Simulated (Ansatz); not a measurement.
Input for Ansatz (plane-wave DFT, PAW):

```yaml
crystal:
  lattice:
    - [-1.7657592738, 1.7657592738, 4.7111765243]
    - [1.7657592738, -1.7657592738, 4.7111765243]
    - [1.7657592738, 1.7657592738, -4.7111765243]
  atoms:
    - { symbol: "Y", position: [0.0, 0.0, 0.0] }
    - { symbol: Co, position: [0.75, 0.25, 0.5] }
    - { symbol: Co, position: [0.25, 0.75, 0.5] }
    - { symbol: B, position: [0.3450822226, 0.3450822226, 0.0] }
    - { symbol: B, position: [0.6549177774, 0.6549177774, 0.0] }
basis:
  ecutwfc: 500
kpoints:
  mp_grid: { grid: [14, 14, 14] }
  band_path:
    path:
      - [[0.0, 0.0, 0.0], [0.0, 0.0, 0.5], [0.25, 0.25, 0.25], [0.0, 0.5, 0.0], [0.0, 0.0, 0.0], [0.5, 0.5, -0.5], [0.28511917, 0.71488083, -0.28511917]]
      - [[-0.28511917, 0.28511917, 0.28511917], [0.0, 0.0, 0.0]]
      - [[0.0, 0.0, 0.5], [-0.07023834, 0.07023834, 0.5]]
      - [[0.5, 0.5, -0.07023834], [0.5, 0.5, -0.5]]
    npoints: 14
hamiltonian:
  xc: r2scan
scf:
  occupations: { method: gaussian, width: 0.1 }
  n_extra_bands: 12
output:
  forces: true
  stress: true
  eigenvalues: true
  populations: true
  dos: { projected: true, de: 0.02, nscf_kmesh: { grid: [21, 21, 21] } }
  bader: true
  write_density: true
  write_potential: true
  elf: true
  volumetric_format: npy
```

Run as
```bash
ansatz run input.yaml --threads 1 --pin off --max-ram 2560MiB --backend cpu --events-out ev --progress --plain --runs-dir out
```

Theory: DFT r2SCAN, scalar-relativistic, plane waves, PAW (Ansatz).

Part of what the program printed, abridged:

```
scf.n_extra_bands = 12 over 26 filled bands (N_el = 51.0): the run solves 38 bands
Pseudopotentials: kind: paw
Pseudopotential: Y, paw, valence charge 11, recommended cutoff 500 eV (meta_gga)
Pseudopotential: Co, paw, valence charge 17, recommended cutoff 500 eV (meta_gga)
Pseudopotential: B, paw, valence charge 3, recommended cutoff 500 eV (meta_gga)
Functional definition: r2SCAN
Crystal: 5 atoms, lattice volume = 58.756 Å³
Basis set: ecut = 500 eV, 1517 PW (Γ), exchange–correlation on 160×160×160 points (64 copies of the dense FFT grid, shifted against one another)
Bands: 38, of which v1, the nominal top of the filled ones, is band 26 counted from 1 (25 counted from 0)
Symmetry: 16 space group operations
Space group: I4/mmm (ITA 139), of the structure as read, at distance tolerance 3.9e-5 Å
k-points: 244 of 2744
Initial density: superposition of atomic densities (neutral atoms: chi_scale 0, normalization atom), corrected by the library's trained network
Initial wavefunctions: pseudopotential atomic-orbital guess
Functional: x = r2scan, c = r2scan; τ floored in thin density (d = 2e-4 eV/Å³)
SCF iter   1: F=—  HF=-14438.484494 eV  |F-HF|=—  |Δ(HF+E_count)|=         —  Δρ=2.85e-2  dr2=4.52e-1  dr2_τ=2.42e-1  ethr=1.77e-3  ⟨swp⟩=5.7  Hψ=37407  notcnv=0  defer=251
SCF iter   2: F=—  HF=-14438.634703 eV  |F-HF|=—  |Δ(HF+E_count)|=   1.50e-1  Δρ=2.72e-2  dr2=2.46e-1  dr2_τ=3.72e-3  ethr=8.87e-4  ⟨swp⟩=2.5  Hψ=17154  notcnv=0  defer=1135
SCF iter   3: F=—  HF=-14438.605904 eV  |F-HF|=—  |Δ(HF+E_count)|=   2.88e-2  Δρ=9.11e-3  dr2=7.08e-2  dr2_τ=2.67e-4  ethr=4.82e-4  ⟨swp⟩=2.0  Hψ=12484  notcnv=0  defer=1135
SCF iter   4: F=—  HF=-14438.599745 eV  |F-HF|=—  |Δ(HF+E_count)|=   6.16e-3  Δρ=3.35e-3  dr2=5.43e-3  dr2_τ=2.02e-4  ethr=1.39e-4  ⟨swp⟩=1.2  Hψ=9368  notcnv=0  defer=1135
SCF iter   5: F=—  HF=-14438.600321 eV  |F-HF|=—  |Δ(HF+E_count)|=   5.76e-4  Δρ=1.21e-3  dr2=1.74e-3  dr2_τ=8.46e-5  ethr=1.06e-5  ⟨swp⟩=2.4  Hψ=13465  notcnv=0  defer=1122
SCF iter   6: F=—  HF=-14438.600249 eV  |F-HF|=—  |Δ(HF+E_count)|=   7.14e-5  Δρ=1.31e-3  dr2=1.08e-3  dr2_τ=9.55e-6  ethr=3.42e-6  ⟨swp⟩=2.0  Hψ=11181  notcnv=0  defer=1122
SCF iter   7: F=—  HF=-14438.600215 eV  |F-HF|=—  |Δ(HF+E_count)|=   3.42e-5  Δρ=5.66e-4  dr2=1.65e-4  dr2_τ=2.49e-6  ethr=2.11e-6  ⟨swp⟩=1.0  Hψ=8737  notcnv=0  defer=1121
SCF iter   8: F=—  HF=-14438.600212 eV  |F-HF|=—  |Δ(HF+E_count)|=   2.57e-6  Δρ=9.07e-5  dr2=3.29e-6  dr2_τ=2.46e-8  ethr=3.24e-7  ⟨swp⟩=1.3  Hψ=8579  notcnv=0  defer=1121
SCF iter   9: F=—  HF=-14438.600203 eV  |F-HF|=—  |Δ(HF+E_count)|=   9.82e-6  Δρ=8.72e-6  dr2=2.66e-8  dr2_τ=6.78e-9  ethr=1.96e-10  ⟨swp⟩=12.6  Hψ=63683  notcnv=0
SCF iter  10: F=-14438.600203 eV  HF=-14438.600203 eV  |F-HF|=1.68e-8  |Δ(HF+E_count)|=   1.82e-8  Δρ=7.51e-6  dr2=2.25e-8  dr2_τ=6.59e-10  ethr=5.22e-11  ⟨swp⟩=5.9  Hψ=48169  notcnv=0
SCF 1 converged in 10 iterations: F = -14438.600203 eV  dr2 = 2.25e-8
SCF converged after 10 iterations
Free energy (F): -14438.600203 eV
Harris-Foulkes:  -14438.600203 eV  (|F-HF|=1.68e-8)
Internal energy: -14438.593175 eV  (E = F + TS)
E sigma→0 (E₀):  -14438.596689 eV
Entropy (-TS):   -0.007027 eV (-1.405 meV/atom)
Fermi energy:    14.658513 eV
--- Per-component energies (eV) ---
  E_band       = -692.939613
  E_kinetic    = 1319.842073
  E_local      = -8515.198408  (includes V_loc(G=0)·N_el)
  E_nonlocal   = 978.899313
  E_hartree    = 3658.727084
  E_xc         = -550.701984
  E_vxc        = -771.599387  (∫ρ·V_xc dr)
  E_paw        = -6047.392589  (= ΣΔE_a)
  E_vpaw       = -1068.430931  (= ΣTr[D̂ρ^β])
  E_aug_tail   = 0.000065  (compensation charges beyond the density's cutoff)
  E_vtau       = 46.110896  (kinetic-family band-sum trace: ∫τ·v_τ [+ j·A + Jᵃ·Aᵃ] dr)
  E_ewald      = -5281.987480
  E_core_change = -0.781250  (= ΣΔE_core)
  E_smearing   = -0.007027  (= −TS)
--- Forces (eV/Å), atoms counted from 1 ---
  atom   1  Y      0.00000000     0.00000000     0.00000000
  atom   2  Co     0.00000000     0.00000000     0.00000000
  atom   3  Co     0.00000000     0.00000000     0.00000000
  atom   4  B      0.00000000     0.00000000     0.00104265
  atom   5  B      0.00000000     0.00000000    -0.00104265
--- Stress (GPa, compression-positive) ---
        0.016375       0.000000       0.000000
        0.000000       0.016375       0.000000
        0.000000       0.000000       0.006706
  P = ⅓ Tr σ = 0.0132 GPa (0.132 kbar)
--- Band table (eV; the first three rows and the last of 244) ---
  k-point 0: bands = ["-83.9370", "-83.9003", "-45.9238", "-45.9238", "-45.7601", "-45.7601", "-45.6088", "-45.5700", "-29.0577", "-8.4315", "-8.3094", "-8.3094", "3.4437", "7.3512", "9.2330", "10.8571", "10.8571", "11.1765", "11.6137", "12.3594", "12.3594", "13.4855", "13.9271", "14.1590", "14.1590", "14.3410", "14.8098", "15.0324", "19.4956", "19.4956", "19.7371", "20.7239", "21.3417", "21.3417", "21.8430", "22.9151", "22.9660", "24.2329"]
  k-point 1: bands = ["-83.9361", "-83.9012", "-45.9249", "-45.9149", "-45.7694", "-45.7592", "-45.6079", "-45.5710", "-29.0548", "-8.4266", "-8.3302", "-8.3257", "3.5766", "7.3632", "9.3567", "10.7065", "10.9083", "11.2845", "11.4898", "12.1262", "12.5391", "13.4203", "13.8447", "13.9740", "14.1140", "14.3842", "14.8708", "15.2126", "18.4501", "19.5912", "20.3906", "20.7471", "20.7747", "21.3445", "22.2567", "23.1481", "23.4007", "24.3838"]
  k-point 2: bands = ["-83.9335", "-83.9038", "-45.9281", "-45.8899", "-45.7955", "-45.7568", "-45.6052", "-45.5737", "-29.0468", "-8.4129", "-8.3857", "-8.3711", "3.9619", "7.4006", "9.6611", "10.4502", "11.0567", "11.3403", "11.4607", "11.4696", "12.8046", "13.3140", "13.6337", "13.7223", "13.9915", "14.4696", "15.0344", "15.4399", "17.2871", "19.8197", "20.2058", "20.6888", "20.8999", "21.3533", "21.9991", "23.2864", "24.6000", "25.0498"]
  k-point 243: bands = ["-83.9370", "-83.9003", "-45.9238", "-45.9238", "-45.7601", "-45.7601", "-45.6089", "-45.5700", "-29.0561", "-8.4782", "-8.3081", "-8.3081", "4.3442", "6.2505", "9.0480", "10.6007", "10.6007", "11.1961", "11.4954", "12.3840", "12.3840", "12.5618", "13.9294", "14.9169", "14.9169", "15.0324", "16.0141", "16.2841", "18.5153", "18.9219", "18.9219", "19.6215", "20.9327", "21.2530", "21.2530", "23.2083", "23.5544", "26.0945"]
--- Löwdin populations: 5 sites ---
  site symbol q [e]
     0      Y     10.3893
     1     Co     16.3723
     2     Co     16.3723
     3      B      3.7981
     4      B      3.7981
  spilling = 0.005293 (of n_electrons = 51.000000)
--- Bader charges: 5 sites ---
  site symbol charge [e]  shift [e]
     0      Y      1.7740     0.0000
     1     Co     -0.2341     0.0156
     2     Co     -0.2341     0.0156
     3      B     -0.6529     0.0156
     4      B     -0.6529     0.0156
  estimated error of the sums over rays = 8.6e-4 e
```

The calculation finished and met its thresholds.

Time: 4.2 min on 1 thread of Arm Neoverse V2, on a shared host, peak memory 1.5 GiB.